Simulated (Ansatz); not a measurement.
**TaO₂: two-dimensional strain map**

The calculation used DFT PBEsol, scalar-relativistic, plane waves, PAW (Ansatz 0.2.0). Cutoff 420 eV, Γ-centred 10×10×16 k-points, Gaussian smearing of 0.15 eV. Spin–orbit coupling is left out, which can shift energies with elements as heavy as these. No spin polarisation. Energies are free energies at this smearing, counted from the undisturbed cell; pressure is positive in compression.

The starting cell (relaxed at this level; it needn't be the usual structure):

```xyz
6
Lattice="4.9509 0.0000 0.0000 0.0000 4.9509 0.0000 0.0000 0.0000 2.8508" Properties=species:S:1:pos:R:3 pbc="T T T"
Ta    0.0000    0.0000    1.4254
Ta    2.4755    2.4755    0.0000
O     3.5322    1.4188    1.4254
O     1.4188    3.5322    1.4254
O     1.0567    1.0567    0.0000
O     3.8942    3.8942    0.0000
```

The cell is strained by p along both x and y and by q along z, fractional coordinates fixed. Points are written (p, q).

Energy above the undisturbed cell in meV/atom (a dash: not computed):

| p \ q | -0.080 | -0.040 | 0.000 | 0.040 | 0.080 |
| --- | --- | --- | --- | --- | --- |
| -0.080 | 766.0 | 524.6 | 374.5 | 294.4 | ? |
| -0.040 | 331.4 | ? | 83.6 | 62.9 | 88.0 |
| 0.000 | 139.4 | ? | 0.0 | 25.0 | 90.6 |
| 0.040 | 128.5 | 62.2 | 68.4 | ? | 222.8 |
| 0.080 | 251.2 | 214.3 | 246.7 | 329.0 | 446.1 |

Problem. Fill in the withheld energies.

Solution. (-0.080, 0.080): 267.3; (-0.040, -0.040): 166.2; (0.000, -0.040): 31.4; (0.040, 0.040): 127.0.